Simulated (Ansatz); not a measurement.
The cell is BBi (wurtzite); cell and atoms were relaxed with r2SCAN. Space group P6_3mc (No. 186), hexagonal; conventional cell a = 3.866 Å, c = 6.375 Å, 20.63 Å³ an atom. B has 4 Bi at 2.37–2.39 Å; Bi has 4 B at 2.37–2.39 Å.

```xyz
4
Lattice="3.8656 0.0000 0.0000 -1.9328 3.3477 0.0000 0.0000 0.0000 6.3754" Properties=species:S:1:pos:R:3 pbc="T T T"
B     0.0000    2.2318    0.0016
B     1.9328    1.1159    3.1893
Bi    0.0000    2.2318    2.3892
Bi    1.9328    1.1159    5.5770
```

4 runs of the plane-wave code Ansatz on this cell differ in the functional (and in the settings that go with it). Levels are in eV from each run's valence top; v1 is the last filled band, c1 the first empty one.

Run A, mean stress -2.0 GPa (compression positive):

| point | v5 | v3 | v1 | c1 | c2 | c3 |
| --- | --- | --- | --- | --- | --- | --- |
| Γ | -1.93 | -0.21 | 0.00 | 1.21 | 1.57 | 3.77 |
| M | -7.57 | -3.97 | -1.94 | 1.71 | 2.95 | 4.47 |
| K | -8.07 | -4.37 | -4.11 | 2.58 | 4.94 | 4.94 |
| A | -5.39 | -1.15 | -1.15 | 1.95 | 1.95 | 5.00 |
| L | -8.83 | -3.17 | -3.12 | 1.73 | 1.73 | 3.53 |
| H | -8.77 | -5.45 | -2.63 | 2.62 | 2.62 | 5.34 |

Run B, mean stress 0.0 GPa (compression positive):

| point | v5 | v3 | v1 | c1 | c2 | c3 |
| --- | --- | --- | --- | --- | --- | --- |
| Γ | -1.84 | -0.24 | 0.00 | 0.20 | 0.45 | 2.65 |
| M | -7.13 | -3.76 | -1.84 | 0.73 | 1.83 | 3.40 |
| K | -7.60 | -4.10 | -3.85 | 1.63 | 3.65 | 3.65 |
| A | -5.11 | -1.10 | -1.10 | 0.90 | 0.90 | 3.85 |
| L | -8.28 | -3.03 | -2.96 | 0.72 | 0.72 | 2.54 |
| H | -8.23 | -5.11 | -2.52 | 1.58 | 1.58 | 4.28 |

Run C, mean stress -3.5 GPa (compression positive):

| point | v5 | v3 | v1 | c1 | c2 | c3 |
| --- | --- | --- | --- | --- | --- | --- |
| Γ | -1.72 | -0.23 | 0.00 | 0.09 | 0.39 | 2.50 |
| M | -6.65 | -3.54 | -1.72 | 0.56 | 1.64 | 3.11 |
| K | -7.00 | -3.91 | -3.66 | 1.42 | 3.29 | 3.29 |
| A | -4.81 | -1.03 | -1.03 | 0.76 | 0.76 | 3.62 |
| L | -7.72 | -2.85 | -2.78 | 0.58 | 0.58 | 2.29 |
| H | -7.61 | -4.89 | -2.35 | 1.39 | 1.39 | 3.93 |

Run D, mean stress -1.7 GPa (compression positive):

| point | v5 | v3 | v1 | c1 | c2 | c3 |
| --- | --- | --- | --- | --- | --- | --- |
| Γ | -1.90 | -0.23 | 0.00 | 0.59 | 0.96 | 3.12 |
| M | -7.46 | -3.90 | -1.91 | 1.07 | 2.30 | 3.81 |
| K | -7.96 | -4.28 | -4.02 | 1.95 | 4.24 | 4.24 |
| A | -5.30 | -1.13 | -1.13 | 1.32 | 1.32 | 4.33 |
| L | -8.70 | -3.12 | -3.07 | 1.10 | 1.10 | 2.88 |
| H | -8.65 | -5.35 | -2.59 | 1.97 | 1.97 | 4.68 |

Q: Match the runs to LDA, r2SCAN, HSE06, PBE0.

A: A is PBE0, B is r2SCAN, C is LDA, D is HSE06. In order of the gap: LDA 0.09, r2SCAN 0.20, HSE06 0.59, PBE0 1.21 eV. The stress vanishes for r2SCAN, which relaxed the cell.

These are computed values for a spin-unpolarised cell that may be hypothetical; none is a measurement.

Spin-orbit coupling is left out; in compounds of Pb, Bi, Tl or Hg it can lower a gap by up to about 1 eV, split its edges or invert the bands.

The stress of a hybrid is loosely converged in these runs.

Gaps or overlaps of about a tenth of an eV are at the limit of these meshes: between the points read a gap can be smaller or closed.

The meshes of the hybrids are coarse, so their gaps aren't converged to the digits shown.
